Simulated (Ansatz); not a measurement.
# Computed energy over volume and axial ratio: Cd (hcp, Mg type)

Cd (hcp, Mg type)

```
Cd
1.0
    3.01593     0.00000     0.00000
   -1.50796     2.61187     0.00000
    0.00000     0.00000     5.82164
Cd
2
Direct
  0.33333   0.66667   0.75000
  0.66667   0.33333   0.25000
```

Grid over V/V₀ and (c/a)/(c/a)₀, subscript 0 meaning the relaxed cell; the conventional c axis lies along z; no internal relaxation.

Computed with PBE (plane waves to 420 eV, PAW, scalar-relativistic; Ansatz, an electronic-structure program). k mesh 18×18×8 (Γ-centred), Fermi-Dirac smearing 0.05 eV. E stands for the smeared free energy. Stress and pressure are positive under compression. With partly filled bands, the response to shear is sensitive to the k mesh, so small differences along c/a are uncertain. Cd was relaxed with its symmetry unable to fall. The PAW data are Ansatz's earlier set. The relaxed volume of Cd is well above the measured one; the method has no dispersion term. The zero of ΔE is the relaxed starting cell.

ΔE (kJ/mol of atoms), with V/V₀ across and (c/a)/(c/a)₀ down:

```
(c/a)/(c/a)₀ \ V/V₀  0.960  0.973  0.987  1.000  1.013  1.027  1.040
-------------------  -----  -----  -----  -----  -----  -----  -----
0.920                  0.7    0.5    0.4    0.5    0.6    0.9    1.2
0.947                  0.5    0.2    0.2    0.2    0.3    0.5    0.8
0.973                  0.5    0.2    0.1    0.0    0.1    0.3    0.6
1.000                  0.5    0.2    0.1    0.0    0.1    0.2    0.4
1.027                  0.9    0.5    0.3    0.1    0.1    0.2    0.4
1.053                  1.7    1.2    0.8    0.6    0.5    0.5    0.6
1.080                  2.9    2.2    1.7    1.3    1.1    1.0    1.0
```

σxx (GPa), with V/V₀ across and (c/a)/(c/a)₀ down:

```
(c/a)/(c/a)₀ \ V/V₀  0.960  0.973  0.987  1.000  1.013  1.027  1.040
-------------------  -----  -----  -----  -----  -----  -----  -----
0.920                  0.8    0.1   -0.5   -1.1   -1.6   -2.0   -2.4
0.947                  1.4    0.7    0.0   -0.6   -1.2   -1.7   -2.2
0.973                  1.8    1.0    0.3   -0.3   -0.9   -1.4   -1.8
1.000                  2.3    1.5    0.7    0.0   -0.6   -1.2   -1.7
1.027                  3.5    2.5    1.6    0.8    0.1   -0.6   -1.2
1.053                  4.7    3.7    2.7    1.8    1.0    0.3   -0.4
1.080                  6.0    4.8    3.8    2.8    2.0    1.2    0.4
```

Read from the data:

```
Property                                                             Result
-------------------------  ------------------------------------------------
Lowest place on the grid    V/V₀ = 1.000, (c/a)/(c/a)₀ = 1.000 (0 meV/atom)
Highest place on the grid  V/V₀ = 0.960, (c/a)/(c/a)₀ = 1.080 (30 meV/atom)
```

The 49 points together took roughly 6 core-minutes.

(Under strain, the slope of the energy per volume gives the stress and its curvature an elastic modulus.)
